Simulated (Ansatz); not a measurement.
TlHg:
```yaml
crystal:
  lattice:
    - [3.74825, 0.00000, 0.00000]
    - [0.00000, 3.74825, 0.00000]
    - [0.00000, 0.00000, 3.74825]
  atoms:
    - { symbol: Tl, position: [0.50000, 0.50000, 0.50000] }
    - { symbol: Hg, position: [0.00000, 0.00000, 0.00000] }
```

Relaxed with PBEsol. Special points in fractions of this cell's reciprocal vectors: Γ (0.000, 0.000, 0.000); X (0.000, 0.500, 0.000); M (0.500, 0.500, 0.000); R (0.500, 0.500, 0.500).

### Question
List the band energies nearest the Fermi level at these points for plane-wave PAW PBEsol (Ansatz code).

### Answer
In eV from the Fermi level; about four levels below and three above (degenerate sets whole), none deeper than 8.9 eV; … stands for higher levels left out; points with the same levels are listed once.

```json
[
 {"k": "Γ", "below": "-7.15 -7.15 -6.67 -6.67 -6.67", "above": "0.49 2.26 2.26 2.26"},
 {"k": "X", "below": "-6.97 -6.97 -6.73 -5.40", "above": "5.34 5.56 5.89 5.89"},
 {"k": "M", "below": "-3.88 -2.73 -2.33 -2.33", "above": "6.47 7.99 …"},
 {"k": "R", "below": "-6.48 -6.48 -3.95 -1.60", "above": "1.60 1.60 1.60"}
]
```

Space group Pm-3m (CsCl type). The workflow started from an entry of the Crystallography Open Database (COD). Its standing as an ambient phase is unchecked. The PBEsol relaxation kept the symmetry of its start. At this level the phase is mechanically unstable. Scalar-relativistic: spin–orbit coupling is off unless named, which matters more the heavier the elements.

Potentials: the later of the program's two PAW sets.
